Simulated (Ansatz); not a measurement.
Zr3Ag:
```
CELL_PARAMETERS angstrom
      4.34267     0.00000     0.00000
      0.00000     4.34267     0.00000
      0.00000     0.00000     4.34267
ATOMIC_POSITIONS crystal
  Ag 0.00000 0.00000 0.00000
  Zr 0.50000 0.50000 0.00000
  Zr 0.00000 0.50000 0.50000
  Zr 0.50000 0.00000 0.50000
```

Relaxed with PBEsol. Special points in fractions of this cell's reciprocal vectors: Γ (0.000, 0.000, 0.000); X (0.000, 0.500, 0.000); M (0.500, 0.500, 0.000); R (0.500, 0.500, 0.500).

Question: List the band energies nearest the Fermi level at these points for PBEsol in the plane-wave PAW code Ansatz.

Answer: In eV from the Fermi level; about four levels below and three above (degenerate sets whole), none deeper than 8.9 eV; points with the same levels are listed once.

```
k                          below                above
-  -----------------------------  -------------------
Γ  -0.97 -0.97 -0.97 -0.40 -0.40       2.86 2.86 2.86
X        -2.12 -1.05 -0.73 -0.73       0.94 1.14 1.14
M        -0.85 -0.28 -0.28 -0.27  1.35 1.35 2.29 2.29
R        -4.23 -1.50 -1.50 -1.50       0.76 0.76 0.76
```

Space group Pm-3m (Cu3Au type). The workflow started from an entry of the Crystallography Open Database (COD); the relaxed space group is not among those it files for this formula. COD files the formula under space group No. 123, so this cell is another polymorph or a model. Whether it is the stable phase at ambient conditions was not checked. The cell was relaxed with PBEsol under the symmetry of its start; of distortions, only those at the zone centre were tested. No spin polarisation was allowed. Scalar-relativistic: spin–orbit coupling is off unless named, which matters more the heavier the elements.

Potentials: the later of the program's two PAW sets.
